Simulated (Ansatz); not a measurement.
Problem. Bulk modulus by a P(V) fit from PBE minus that from HSE06 (% of the latter), each on its own relaxed cell (Ansatz, a program for electronic structure, plane waves, PAW; no spin–orbit coupling, no Hubbard U), over 47 phases of the class «crystals with elements from indium on»: what sign and size do you expect?

Solution. Mean -9 %, median -8 %, mean absolute 9 %; eight in ten lie between -16 and -5 %, and 6 % are above zero.

Some cases that may be named, with their rank among the 47 from the lowest: PbO2, rutile -26 % (rank 1); GaSb, zinc blende -17 % (rank 2); BaO, rock salt -8 % (rank 23); PbSe, rock salt -8 % (rank 25); AgI, zinc blende 0 % (rank 46); CuI, zinc blende 6 % (rank 47).

The phases are those computed here (of each formula those with measured values and the lowest at some level), not a balanced benchmark, and neither functional is the truth. Pairs that end in unlike spin orders or unlike minima (c/a over 6 % apart, 30 % for weakly bound crystals), magnets with 4f shells, solids of gases and phases set aside for tests are left out.

All cells were relaxed under the symmetry of their starts (and spin orders); stability against distortions was not tested throughout. Named crystals with no word on spin ran without spin polarisation. Scalar-relativistic: spin–orbit coupling is off unless named, which matters more the heavier the elements.

Potentials: the later of the program's two PAW sets.

Ansatz is a plane-wave DFT program.
